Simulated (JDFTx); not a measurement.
System: Mo(110) (Im-3m bulk; lattice of mp-129, not re-optimised at this level), (2×1) cell of 6 atoms in 3 planes, area 14.19 Å² a face, 4.3 Å between the outermost planes in a cell 23.5 Å high; k mesh 4×10×1, Fermi width 0.01 Ha, no spin polarisation.

Adsorbate: H2O on both faces at 0.50 monolayer, started ontop and relaxed in vacuum, keeping the symmetry of the start.

Method: PBE, GBRV ultrasoft potentials, plane waves to 20/100 Ha, in JDFTx (a modified build). The adsorption energy per H2O is [E(slab + 2 H2O) − E(slab)]/2 − (E(H2O)), with the gas molecules relaxed at the same level and slab energies taken as (E + F)/2, the usual estimate of zero smearing. No zero-point energy or vibrational entropy is included. Reconstruction of the substrate beyond this cell is outside the model.

Problem. Predict the adsorption energy and the geometry, and the change of the work function.

Solution. -0.53 eV. O sits 2.42 Å above the highest substrate atom, bound to 1 Mo at 2.43 Å; O–H is 1.00 Å. The work function goes from 4.69 to 3.46 eV. In CANDLE, water, 1 M NaF, at zero charge, the adsorption energy is -0.53 eV and the potential of zero charge moves from -0.12 to -1.30 V vs SHE (4.44 V convention).
